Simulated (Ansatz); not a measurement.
Monolayer PbS (square, P4/nmm in the vacuum cell, 4 atoms) under equal strain ε along x and y, atoms relaxed, r²SCAN+D4 in the plane-wave PAW code Ansatz. Strained cells keep size and symmetry, so buckling is not allowed; words on stability below refer to the unstrained layer.

```
ε (%)  tension xx (N/m)
-----  ----------------
-4                -2.82
-2                -1.35
0                  0.01
2                  1.41
4                     ?
```

Question: Fit the shown tensions and predict the withheld one.

Answer: A parabola gives σ = 0.03 + 69.4ε + (-44)ε² N/m, whose slope estimates C11 + C12. At ε = 0.04 that is 2.74 N/m. The run itself gave 2.68 N/m.

The layer was cut from a bulk entry of the Materials Project (measured or hypothetical); whether that bulk phase is the ambient one, and whether the layer has been isolated, was not checked. The cell was relaxed with r²SCAN+D4 under the symmetry of its start; whether a distortion lowers the energy is not shown. Spin–orbit coupling is left out wherever it is not named.

Potentials: the later of the program's two PAW sets.
